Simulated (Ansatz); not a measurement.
C:
```xyz
8
Lattice="2.1206 -4.3695 0.0000 2.1206 4.3695 0.0000 0.0000 0.0000 2.5047" Properties=species:S:1:pos:R:3 pbc="T T T"
C      1.3383    -0.7796     0.0000
C      2.9030     0.7796     0.0000
C      1.3383     0.7796     0.0000
C      2.9030    -0.7796     0.0000
C      0.7857     1.4557     1.2523
C      3.4556    -1.4557     1.2523
C      0.7857    -1.4557     1.2523
C      3.4556     1.4557     1.2523
```

Relaxed with r²SCAN. Special points in fractions of this cell's reciprocal vectors: Γ (0.000, 0.000, 0.000); Y (-0.500, 0.500, 0.000); C0 (-0.309, 0.691, 0.000); Σ0 (0.309, 0.309, 0.000); Z (0.000, 0.000, 0.500); A0 (0.309, 0.309, 0.500); E0 (-0.309, 0.691, 0.500); T (-0.500, 0.500, 0.500); S (0.000, 0.500, 0.000); R (0.000, 0.500, 0.500).

Problem. List the band energies nearest the valence-band maximum at these points for r²SCAN (plane waves, PAW; program Ansatz).

Solution. In eV from the valence-band maximum; about four levels below and three above (degenerate sets whole), none deeper than 8.9 eV; points with the same levels are listed once.

```
k                     below           above
--  -----------------------  --------------
Γ   -2.24 -2.10 -1.92 -1.26  4.88 5.16 5.35
Y    -3.34 -0.31 -0.19 0.00  5.36 5.60 6.37
C0  -4.30 -4.03 -1.52 -1.20  4.76 6.28 6.34
Z   -6.19 -6.17 -3.46 -3.18  7.66 7.97 8.17
A0  -5.71 -4.78 -4.39 -3.57  5.27 5.87 6.05
T   -5.76 -5.68 -5.43 -5.41  4.40 4.62 5.30
S   -4.00 -2.99 -2.80 -2.52  5.21 6.36 6.46
R   -5.14 -4.97 -4.72 -3.28  5.62 5.99 6.98
```

Space group Cmmm. The start of the workflow was typed in or built on a structure type; the Crystallography Open Database copy checked does not list it. It is not the phase usual at ambient conditions (space group No. 194, 227). The r²SCAN relaxation kept the symmetry of its start; its stability against distortions is not shown here.

Potentials: the earlier of the program's two PAW sets.
